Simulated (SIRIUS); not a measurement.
Moving the functional in HPbNO4

Space group P1 (No. 1). a = 4.204 Å, b = 4.339 Å, c = 6.729 Å, α = 71.95°, β = 72.29°, γ = 62.23°
```
atom  site  symmetry       x       y       z
   H    1a         1  0.8914  0.6820  0.6280
  Pb    1a         1  0.1443  0.9287  0.8835
   N    1a         1  0.2567  0.2886  0.3017
   O    1a         1  0.8311  0.6506  0.7841
   O    1a         1  0.3869  0.2238  0.1130
   O    1a         1  0.3110  0.0358  0.4586
   O    1a         1  0.0773  0.6063  0.3227
```

The cell comes from a database or a generator and needn't be the stable form of this composition.

Kept alike: task single point; k mesh 3 × 3 × 2; occupations fermi-dirac, width 0.05 eV; no spin polarisation. Program: SIRIUS, PseudoDojo 0.4.1 PBE standard (scalar relativistic), cutoff 1152 eV. The mesh is that of the run's cell of 7 atoms. No spin-orbit coupling.

```csv
functional,pressure (GPa)
AM05,-2.00
BLYP,3.07
BPBE,0.18
LDA,-4.67
PBE,-0.07
PBEsol,-2.65
PW91,-0.15
RPBE,2.03
mPWLYP,2.89
revPBE,1.55
```

The k mesh is coarse, so the values aren't converged. Pressure is positive in compression; the values hold the error of the finite cutoff, so their zero can differ a little from the energy's minimum. All rows use potentials made for PBE.

Problem. What does the functional change here?

Solution. The pressure runs from -4.67 (LDA) to 3.07 GPa (BLYP). From PBE: AM05 -1.93; BLYP +3.14; BPBE +0.25; LDA -4.60; PBEsol -2.58; PW91 -0.08; RPBE +2.10; mPWLYP +2.96; revPBE +1.62. A positive pressure means that the functional's own cell is larger than the one given, a negative one that it is smaller.
